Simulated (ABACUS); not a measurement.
ABACUS run on HfSi (Pnma, 8 atoms in the cell; from Materials Project mp-1042, changed as shown): self-consistent single point.

Method: LDA (PW92), PseudoDojo 0.4 standard norm-conserving LDA (tails mended) pseudopotentials (plane waves; ABACUS 3.10.1).

The change in words: volume scaled by 0.96. Reference geometry (Pnma):
```
HfSi
1.0
    6.86240     0.00000     0.00000
    0.00000     3.76823     0.00000
    0.00000     0.00000     5.22345
Hf Si
4 4
Direct
  0.67514   0.25000   0.37439
  0.32486   0.75000   0.62561
  0.82486   0.75000   0.87439
  0.17514   0.25000   0.12561
  0.54312   0.25000   0.86087
  0.45688   0.75000   0.13913
  0.95688   0.75000   0.36087
  0.04312   0.25000   0.63913
```

Reference input (self-consistent single point, DFT, LDA (PW92), plane waves, PseudoDojo 0.4 standard norm-conserving LDA (tails mended) pseudopotentials): KPT = Gamma 3 5 3 0 0 0; basis_type = pw; dft_functional = PWLDA; ecutwfc = 58 Ry; smearing_method = fd; smearing_sigma = 0.00734986 Ry; potentials = PseudoDojo 0.4 standard norm-conserving LDA (tails mended); symmetry = 1; symmetry_prec = 1e-05; ks_solver = dav_subspace; scf_nmax = 100; scf_thr = 1.0e-09 Ry. This run's input differs from it in these lines:

```diff
@@ -27,5 +27,5 @@
 LATTICE_VECTORS
-  12.9680565576    0.0000000000    0.0000000000
-   0.0000000000    7.1209226746    0.0000000000
-   0.0000000000    0.0000000000    9.8708899257
+  12.7927939082    0.0000000000    0.0000000000
+   0.0000000000    7.0246827025    0.0000000000
+   0.0000000000    0.0000000000    9.7374847099
```

The program printed (abridged):

```
 SELF-CONSISTENT
 -------------------------------------------
                                 init_chg = atomic

 PW ALGORITHM --------------- ION=   1  ELEC=   1--------------------------------

 Notice: Threshold on eigenvalues was too large.

 Density error is 0.166364955263
                          Error Threshold = 0.000256849603012
 E_KohnSham     -486.1603681063      -6614.5511480237
 E_Fermi        1.0885737939         14.8108062901

 PW ALGORITHM --------------- ION=   1  ELEC=   2--------------------------------

 Density error is 0.0461219131826
                          Error Threshold = 0.000259945242598
   [... lines left out ...]

 Density error is 2.47161055756e-08
                          Error Threshold = 2.75112356228e-09
 E_KohnSham     -486.2096285224      -6615.2213703681
 E_Fermi        1.0754258225         14.6319189618

 PW ALGORITHM --------------- ION=   1  ELEC=   7--------------------------------

 Density error is 8.49305580898e-10
                          Error Threshold = 3.86189149618e-11
 E_KohnSham     -486.2096285287      -6615.2213704530
 E_KS(sigma->0) -486.2067973960      -6615.1828509172
 E_entropy(-TS) -0.0056622653        -0.0770390716
 E_Fermi        1.0754289299         14.6319612411
 charge density convergence is achieved
 final etot is -6615.2213705 eV
 EFERMI = 14.631961241 eV

 STATE ENERGY(eV) AND OCCUPATIONS    NSPIN == 1
   [... 39 lines left out ...]

 TOTAL-FORCE (eV/Angstrom)
                       Hf1         0.1251176732         0.0000000000        -0.0235771959
                       Hf2        -0.1251176732         0.0000000000         0.0235771959
                       Hf3        -0.1251176732         0.0000000000        -0.0235771959
                       Hf4         0.1251176732         0.0000000000         0.0235771959
                       Si1         0.0046762922         0.0000000000        -0.0619799093
                       Si2        -0.0046762922         0.0000000000         0.0619799093
                       Si3        -0.0046762922         0.0000000000        -0.0619799093
   [... lines left out ...]

 TOTAL-STRESS (KBAR)
        -3.6967632676         0.0000000000         0.0000000000
         0.0000000000        -2.8919561479        -0.0000000000
         0.0000000000        -0.0000000000         8.7545239364
 TOTAL-PRESSURE: 0.721935 KBAR

 --------------------------------------------
 !FINAL_ETOT_IS -6615.2213704530231553 eV
 --------------------------------------------
```

The run converged in 7 iterations. Against the reference run the free energy goes down by 13.5 meV/atom, the pressure goes from -6.28 to 0.07 GPa and the largest force hardly changes (0.130 to 0.127 eV/Å).

The structure comes from a collection of computed structures, made at another level of theory; the collection holds predicted forms beside known ones. No clean gap shows at this smearing width and mesh (spacing up to 0.41 Å⁻¹); the mesh is coarse for partly filled bands, so the values carry mesh errors.

Cost on one core: roughly 30 core-seconds.

“Tails mended”: in these copies of the files the far tail of each local potential was reset to the Coulomb form.
